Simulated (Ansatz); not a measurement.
## Stationary points along a deformation path in Pt

Computed with DFT r2SCAN, scalar-relativistic, plane waves, PAW in Ansatz 0.2.0. Settings: plane waves to 500 eV, k-mesh 24×24×24 (Γ-centred), Gaussian smearing 0.15 eV. Spin–orbit coupling is left out, which can shift energies with elements as heavy as these. No spin polarisation. Energies are free energies at this smearing, counted from the undisturbed cell; pressure is positive in compression.

Reference structure (as given, not relaxed at this level; it stands at 5.4 GPa):

```
CELL_PARAMETERS angstrom
0.00000 1.95790 1.95790
1.95790 0.00000 1.95790
1.95790 1.95790 0.00000
ATOMIC_POSITIONS crystal
Pt 0.00000 0.00000 0.00000
```

At fixed volume and fractional coordinates, lengths along (0.000, 0.000, 1.000) are scaled against those across it; ρ is that ratio over its starting value. V = 15.011 Å³/atom. Δσ is the stress along the axis less the mean stress across it (compression positive).

```
    ρ  ΔE (meV/atom)  Δσ (GPa) space group
0.707          106.3     -0.02        Im-3m
0.850           46.1      6.52       I4/mmm
1.000            0.0      0.00        Fm-3m
1.200          143.4    -28.59       I4/mmm
1.414          624.8    -66.57       I4/mmm
```

Problem. How does the stress give the slope of the energy, and where is the energy stationary?

Solution. Along the path d ln(length) is 2/3 d ln ρ on the axis and −1/3 d ln ρ across it, so dE/d ln ρ = −(2/3) V Δσ: the energy falls with ρ where Δσ is positive. Δσ vanishes or changes sign at ρ = 0.707 (Im-3m, an end of the scan), at 106.3 meV/atom; at ρ = 1.000 (Fm-3m), a minimum at 0.0 meV/atom. Pairs of stationary points between two samples would go unseen, and could change a minimum read from distant neighbours into a maximum. At ρ = 0.707, 1.000 the cell is cubic, where symmetry alone makes the stress isotropic and the slope zero.

In a metal these slopes depend on the k mesh and the smearing.